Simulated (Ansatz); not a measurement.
## Trial inputs on HfB

All trials start from this Ansatz input:

```yaml
crystal:
  lattice:
    - [0.0, 2.31, 2.31]
    - [2.31, 0.0, 2.31]
    - [2.31, 2.31, 0.0]
  atoms:
    - { symbol: Hf, position: [0.5, 0.5, 0.5] }
    - { symbol: B, position: [0.0, 0.0, 0.0] }
basis:
  ecutwfc: 420
kpoints:
  mp_grid: { grid: [6, 6, 6] }
hamiltonian:
  xc: pbe
scf:
  occupations: { method: gaussian, width: 0.1 }
output:
  forces: true
  stress: true
  eigenvalues: true
```

Command:

```bash
ansatz run input.yaml --threads 1 --pin off --max-ram 1331MiB --backend cpu --events-out ev --progress --plain --runs-dir out
```

The run converges in 6 SCF iterations on 16 irreducible k-points: pressure 29.86 GPa, no gap.

The inputs are trials, many of them unsound on purpose. Their numbers show the effect of the settings and aren't properties of the material. Each trial's input is given as a difference from the reference's; energies are extrapolated to zero smearing where there is one, and pressure is positive in compression. Charged cells sit in a uniform background, and their pressures hang on that convention.

Trial 1 (volume scaled):

```diff
 crystal:
   lattice:
-    - [0.0, 2.31, 2.31]
-    - [2.31, 0.0, 2.31]
-    - [2.31, 2.31, 0.0]
+    - [0.0, 2.5780039591, 2.5780039591]
+    - [2.5780039591, 0.0, 2.5780039591]
+    - [2.5780039591, 2.5780039591, 0.0]
 basis:
-  ecutwfc: 420
+  ecutwfc: "19 Ry"
+  ecutrho_ratio: 3
+  precision: f64
 kpoints:
-  mp_grid: { grid: [6, 6, 6] }
+  mp_grid: { grid: [4, 2, 2], shift: [0.5, 0.5, 0] }
 scf:
+  n_extra_bands: 30
```

The run converges in 7 SCF iterations on 6 irreducible k-points: energy 527 meV per atom above the reference, pressure -20.97 GPa, no gap. It warns that the cutoff lies under the recommended one, 420 eV for these potentials; that the mesh lowers the symmetry.

Trial 2:

```diff
+total_charge: -2
-basis:
-  ecutwfc: 420
+basis: {}
 scf:
-  occupations: { method: gaussian, width: 0.1 }
+  occupations: { method: fermi_dirac, width: "300 K" }
+  self_checks: high
```

The run converges in 10 SCF iterations on 16 irreducible k-points: pressure -71.14 GPa (with the neutralising background of the charged cell), no gap.

Trial 3:

```diff
 basis:
-  ecutwfc: 420
+  ecutwfc: 250
+  precision: f64
 kpoints:
-  mp_grid: { grid: [6, 6, 6] }
+  mp_grid: { grid: [5, 4, 3] }
 hamiltonian:
-  xc: pbe
+  xc: r2scan
 scf:
+  convergence: { dr2_threshold: "1e-13 eV" }
 output:
+  populations: true
```

The run converges in 12 SCF iterations on 31 irreducible k-points: pressure 27.99 GPa (unreliable at so low a cutoff), no gap. It warns that the cutoff lies under the recommended one, 500 eV for these potentials; that the mesh lowers the symmetry.

Trial 4:

```diff
 scf:
-  occupations: { method: gaussian, width: 0.1 }
+  occupations: { method: fermi_dirac }
```

The run converges in 6 SCF iterations on 16 irreducible k-points: energy 2.41 meV per atom below the reference, pressure 30.02 GPa, no gap.

Trial 5:

```diff
 scf:
-  occupations: { method: gaussian, width: 0.1 }
+  occupations: { method: cold, width: 0.0053 }
```

The run converges in 5 SCF iterations on 16 irreducible k-points: energy 1.29 meV per atom above the reference, pressure 29.73 GPa, no gap.

Trial 6:

```diff
 basis:
+  precision: f64
 kpoints:
-  mp_grid: { grid: [6, 6, 6] }
+  mp_grid: { grid: [4, 4, 4] }
 scf:
-  occupations: { method: gaussian, width: 0.1 }
+  occupations: { method: gaussian, width: 0.28 }
+  max_iter: 30
+  convergence: { dr2_threshold: "1e-9 eV" }
```

The run converges in 7 SCF iterations on 8 irreducible k-points: energy 57.0 meV per atom above the reference, pressure 31.63 GPa, no gap. It warns that the SCF threshold is loose for the stress.